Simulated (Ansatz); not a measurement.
Theory: DFT PBE, scalar-relativistic, plane waves, PAW in Ansatz 0.2.0. Settings of the last relaxation (8-atom cell): 420 eV, 6×6×4 k points, Gaussian smearing of 0.02 eV, no spin polarisation.

Formation energies are uncorrected and count from the elements' standard states at the same level.

Q: Find a candidate triclinic semiconductor that holds Ga and 1 more element, with a gap near 1.3 eV, a formation energy near −0.27 eV/atom and about 27 Å³ per atom, in a cell of 8 atoms.

A: GaS₃, space group P1 (No. 1). Ga on its first site has 2 S at 2.26–2.28 Å and 2 S at 2.41–2.42 Å; Ga on its second site has 2 S at 2.26–2.27 Å and 2 S at 2.43–2.44 Å; S on its first site has 1 S at 2.07 Å and 1 Ga at 2.26 Å; around S on its second site lie 2 Ga at 2.27–2.28 Å; 4 more sites not described.

```xyz
8
Lattice="5.4262 0.0000 0.0000 -0.8489 5.3681 0.0000 -0.2961 -1.5806 7.5211" Properties=species:S:1:pos:R:3 pbc="T T T"
Ga    0.6957    3.1058    7.0371
Ga    3.2005    0.9222    7.0943
S     4.0889    2.5319    1.7550
S     1.0367    0.9462    6.4010
S     1.6489   -0.2218    1.7155
S     4.2427    4.5834    1.9683
S     4.0479    2.8325    5.8348
S     3.2937   -1.1307    5.7995
```

The volume per atom is 27.4 Å³. The density is 2.5 g/cm³. The formation energy is −0.265 eV/atom. The gap on the 6×6×4 mesh of the 8-atom cell is 1.34 eV.

It was reached by relaxing an invented guess, and it needn't be the stable form of this composition. Other answers may fit too; this one was computed.

No dispersion correction is applied, so the spacing and binding between layers, chains or molecules are poorly described. Kohn–Sham gaps at this level usually fall short of measured ones. The reference form of S is held partly by dispersion forces, which this level lacks. This cell was reached by moving the atoms of another relaxed cell at random and relaxing again, last within the group found; it had no such test of its own.
